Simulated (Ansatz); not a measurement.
# Fields on a plane of GaN (zinc blende)

```
CELL_PARAMETERS angstrom
      0.00000     2.27440     2.27440
      2.27440     0.00000     2.27440
      2.27440     2.27440     0.00000
ATOMIC_POSITIONS crystal
  N  0.75000 0.75000 0.75000
  Ga 0.00000 0.00000 0.00000
```

The slice is a {100} plane (indices of the conventional cell) through the point (0.750, 0.750, 0.750) (fractional), spanned by u = [100] and v = [0 1 -1] in vectors of this cell: u (3.22 Å) and v (3.22 Å, at 90° to u). It covers one period; positions are fractions (u, v).

Atoms on it: N at (0.00, 0.00).

These are PBE (plane waves to 420 eV, PAW, scalar-relativistic; Ansatz, a first-principles code) values and carry that method's errors. k mesh 12×12×12. Inside the PAW spheres the values are not all-electron values, and peaks at nuclei hang on which shells count as valence. GaN was relaxed with its symmetry unable to fall. The PAW data are Ansatz's earlier set.

```
|xxxxxx999999775522111111225577999999xxxx|
|xxxx8899999977442211111122447799999988xx|
|8899999999886644221111112244668899999999|
|9999999988775533221111112233557788999999|
|9999998877554422111100111122445577889999|
|7777776655442211110000001111224455667777|
|5544444433221100000000000000112233444455|
|2222222222111100000000000000111122222222|
|1111111111110000000000000000001111111111|
|1111111111000000000000000000000011111111|
|1111111111110000000000000000001111111111|
|2222222222111100000000000000111122222222|
|5544444433221100000000000000112233444455|
|7777776655442211110000001111224455667777|
|9999998877554422111100111122445577889999|
|9999999988775533221111112233557788999999|
|8899999999886644221111112244668899999999|
|xxxx8899999977442211111122447799999988xx|
|xxxxxx999999775522111111225577999999xxxx|
|xxxxxx889999775522111111225577999988xxxx|
```
Scale: ten equal steps from 0.03 (start of '0') to 0.81 (end of '9'), in the order '0123456789'. Values: electron localisation function (ELF). The map has 20 points along u (two characters each, u = 0 at the left) and 20 along v (v = 0 in the bottom row). Points within 0.4 Å of a nucleus are blanked (x), as the pseudised field means little there.

| v \ u | 0.00 | 0.15 | 0.30 | 0.45 | 0.60 | 0.75 | 0.90 |
|---|---|---|---|---|---|---|---|
| 0.90 | x | x | 1.9 | 0.5 | 1.2 | 1.2 | x |
| 0.75 | -1.3 | 2.2 | 3.5 | 2.6 | 2.9 | 3.5 | 1.2 |
| 0.60 | 0.5 | 1.8 | 3.3 | 3.6 | 3.6 | 2.9 | 1.2 |
| 0.45 | -0.4 | 1.3 | 3.1 | 3.7 | 3.6 | 2.6 | 0.5 |
| 0.30 | 1.3 | 2.7 | 3.6 | 3.1 | 3.2 | 3.5 | 2.0 |
| 0.15 | x | x | 2.7 | 1.3 | 1.8 | 2.2 | x |
| 0.00 | x | x | 1.4 | -0.4 | 0.5 | -1.4 | x |

Values: electrostatic potential energy of an electron, from the cell's mean, in eV. Points within 0.8 Å of a nucleus are blanked (x), as the pseudised field means little there. The zero, the cell's mean, hangs on the PAW cores.
